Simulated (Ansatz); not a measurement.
LaRu2: reading a single point

```xyz
6
Lattice="0.0000 3.8692 3.8692 3.8692 0.0000 3.8692 3.8692 3.8692 0.0000" Properties=species:S:1:pos:R:3 pbc="T T T"
Ru    4.8365    4.8365    4.8365
Ru    4.8365    2.9019    2.9019
Ru    2.9019    2.9019    4.8365
Ru    2.9019    4.8365    2.9019
La    0.0000    0.0000    0.0000
La    1.9346    1.9346    1.9346
```

Method: r2SCAN, spin-orbit coupling; PAW, plane waves to 500 eV, 8×8×8 Γ-centred mesh, cold occupations (width 0.1067 eV) (Ansatz 0.2.0), atoms fixed.

The state carries no moments; the state need not be the lowest.

(1) Give the Bader charges.

(2) Is it stable against the elements?

(3) What does the stress say?

(4) What happens at the Fermi level?

Origin: a database entry at a rescaled volume. Caveats: f levels without a U or exact exchange are poorly placed.

Answers

(1) Bader charges in e: La +1.32, Ru -0.66. In the mean La gives up most and Ru takes most.

(2) -0.10 eV an atom against the elements' usual phases (free molecules for gases, crystals otherwise, with no correction for O₂ or N₂), so it is bound against them; other compounds may still compete. Relaxing would lower it.

(3) The pressure is -3.5 GPa (compression positive), so with the atoms held at these fractions the cell would first shrink.

(4) It is a metal, with about 8.6 states/eV a cell as the mean within 0.25 eV of the Fermi level, mostly Ru d (85 %).
